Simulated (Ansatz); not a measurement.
## Relaxing a structure of Si₂W

The start is a generated trial cell of Si2W in the AFLOW prototype AB2_hP6_194_c_f (C7, as in MoS2). The cell and all atomic positions are relaxed at zero pressure with r2SCAN (plane waves to 500 eV, PAW, scalar-relativistic; Ansatz, a program for electronic structure). First-step values are on the input's coarse k-mesh.

Ansatz input (later rounds restart from its end on a renewed k-mesh):
Ansatz 0.2 input:
```yaml
crystal:
  lattice:
    - [2.9370607, 0, 0]
    - [-1.4685304, 2.5435692, 0]
    - [0, 0, 11.4239677]
  atoms:
    - { symbol: W, position: [0.33333333, 0.66666667, 0.25] }
    - { symbol: W, position: [0.66666667, 0.33333333, 0.75] }
    - { symbol: Si, position: [0.33333333, 0.66666667, 0.6275] }
    - { symbol: Si, position: [0.66666667, 0.33333333, 0.1275] }
    - { symbol: Si, position: [0.66666667, 0.33333333, 0.3725] }
    - { symbol: Si, position: [0.33333333, 0.66666667, 0.8725] }
basis: { ecutwfc: 500, ecutrho_ratio: 4, xc_grid: 4, fft_grid_basis: typed }
kpoints: { mp_grid: { grid: [9, 9, 2] } }
hamiltonian:
  xc: r2scan
  dispersion: none
  pseudopotentials: { kind: paw }
scf: { occupations: { method: fermi_dirac, width: 0.05 } }
relax: { f_tol: 0.01, max_steps: 100, cell: { stress_tol: 0.02 } }
output: { forces: true, stress: true }
```

### Question
What pressure does the first self-consistent step give?

### Answer
+77 GPa (positive: the cell is compressed).

### Question
How do the shortest distances between atoms change?

### Answer
The closest pairs of elements (up to four, under 3.6 Å), start → end: Si–W 2.20 → 2.62 Å; Si–Si 2.80 → 2.54 Å; W–W 2.94 → 2.89 Å.

### Question
What band gap does the relaxed structure have at this level?

### Answer
No gap (metallic).

### Question
Give the final cell and atomic positions.

### Answer

```cif
data_Si4W2
_chemical_formula_sum 'W2 Si4'
_space_group_name_H-M_alt 'P63/mmc'
_space_group_IT_number 194
_space_group_name_Hall '-P 6c 2c'
_cell_length_a 2.88582
_cell_length_b 2.88582
_cell_length_c 11.91224
_cell_angle_alpha 90.000
_cell_angle_beta 90.000
_cell_angle_gamma 120.000
loop_
_atom_site_label
_atom_site_type_symbol
_atom_site_symmetry_multiplicity
_atom_site_Wyckoff_symbol
_atom_site_fract_x
_atom_site_fract_y
_atom_site_fract_z
_atom_site_occupancy
W1 W 2 c 0.33333 0.66667 0.25000 1
Si1 Si 4 f 0.66667 0.33333 0.08062 1
```

The space group stays P6₃/mmc (No. 194) (the run could not lower it), with 6 atoms in the primitive cell. Final values are on a 18×18×4 k-mesh of the relaxed cell. No spin polarisation in the result. A magnetic state may lie lower.

The run could not lower the symmetry of its start; a shaken copy of this end point relaxes with r2SCAN to P6₃/mmc (No. 194), 0.29 eV/atom lower.

The relaxed structure here is a generated cell of Si2W: the first start was made by placing the elements on the sites of a structure type, and the end was not matched to a known phase here, so it may be hypothetical. Known forms of Si2W include space group No. 139.
